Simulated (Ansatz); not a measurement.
The end point of a relaxation of ZnO. Level of theory: r2SCAN (plane waves to 500 eV, PAW, scalar-relativistic; Ansatz, an electronic-structure program).

```cif
data_O6Zn6
_chemical_formula_sum 'Zn6 O6'
_space_group_name_H-M_alt 'P 1'
_space_group_IT_number 1
_cell_length_a 3.22390
_cell_length_b 3.22390
_cell_length_c 15.73118
_cell_angle_alpha 90.000
_cell_angle_beta 90.000
_cell_angle_gamma 120.000
loop_
_space_group_symop_operation_xyz
  'x, y, z'
loop_
_atom_site_label
_atom_site_type_symbol
_atom_site_fract_x
_atom_site_fract_y
_atom_site_fract_z
_atom_site_occupancy
Zn1 Zn 0.00000 0.00000 0.99993 1
Zn2 Zn 0.00000 0.00000 0.49993 1
Zn3 Zn 0.66667 0.33333 0.83344 1
Zn4 Zn 0.33333 0.66667 0.33344 1
Zn5 Zn 0.66667 0.33333 0.16665 1
Zn6 Zn 0.33333 0.66667 0.66665 1
O1 O 0.00000 0.00000 0.87467 1
O2 O 0.00000 0.00000 0.37467 1
O3 O 0.66667 0.33333 0.70791 1
O4 O 0.33333 0.66667 0.20791 1
O5 O 0.66667 0.33333 0.04110 1
O6 O 0.33333 0.66667 0.54110 1
```

Problem. Determine the symmetry and give the standard cell with its independent sites.

Solution. Space group P6₃mc (No. 186); a = 3.224 Å, b = 3.224 Å, c = 15.731 Å, α = 90.00°, β = 90.00°, γ = 120.00°

| atom | site | symmetry | x | y | z |
|---|---|---|---|---|---|
| Zn | 2a | 3m. | 0.0000 | 0.0000 | 0.4999 |
| Zn | 2b | 3m. | 0.3333 | 0.6667 | 0.3334 |
| Zn | 2b | 3m. | 0.6667 | 0.3333 | 0.1666 |
| O | 2a | 3m. | 0.0000 | 0.0000 | 0.3747 |
| O | 2b | 3m. | 0.3333 | 0.6667 | 0.2079 |
| O | 2b | 3m. | 0.6667 | 0.3333 | 0.0411 |

This is the AFLOW prototype AB_hP12_186_a2b_a2b (B6, as in SiC).

Problem. Give the shortest distances between elements (the closest pairs, up to four, under 3.6 Å).

Solution. O–Zn 1.97 Å; O–O 3.21 Å; Zn–Zn 3.21 Å.

The volume per atom comes out as 11.80 Å³ and the band gap comes out as 1.16 eV, direct at Γ (no spin-orbit coupling).

No spin polarisation in the result.

The run could not lose the symmetry of its start.

The first start was generated by placing the elements on the sites of a structure type. A measured structure of ZnO has the same space group, P6₃mc (No. 186); the sites were not compared with it.
